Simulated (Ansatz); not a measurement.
A geometry of Te away from equilibrium: step 4 of the relaxation of a relaxed Te cell, doubled along one cell vector, shaken by Gaussian noise of σ = 0.08 Å a coordinate. These are r2SCAN (plane waves to 500 eV, PAW, scalar-relativistic; Ansatz, a quantum-chemistry and plane-wave program) values and carry that method's errors. Γ-centred k-mesh 6×6×2 on the run's cell (coarser than for final values), Fermi–Dirac smearing 0.05 eV.

```
Te
1.0
    4.18670    -0.00412    -0.00225
   -2.09692     3.61649     0.00371
   -0.00898     0.01194    16.83069
Te
8
Direct
  0.99067   0.00318   0.24954
  0.99428   0.99642   0.74904
  0.99192   0.00371   0.00007
  0.99621   0.99870   0.50131
  0.31175   0.65170   0.37543
  0.33313   0.64307   0.87460
  0.65094   0.37170   0.12439
  0.67463   0.31461   0.62479
```

**Question.** Predict the force on each atom, in eV/Å.

**Answer.** 
```csv
atom,Fx,Fy,Fz
Te1,0.00,-0.02,0.05
Te2,0.03,0.00,0.11
Te3,0.01,-0.03,-0.06
Te4,0.01,-0.01,-0.16
Te5,-0.02,0.08,0.00
Te6,-0.02,0.09,-0.02
Te7,0.00,-0.06,0.06
Te8,-0.01,-0.05,0.04
```

**Question.** What is the pressure?

**Answer.** +0.1 GPa, compression positive.

No spin polarisation in the result.

The end of the path is a generated cell of Te: the first start was made by placing the elements on the sites of a structure type, and the end was not matched to a known phase here, so it may be hypothetical. Known forms of Te include space group No. 152.
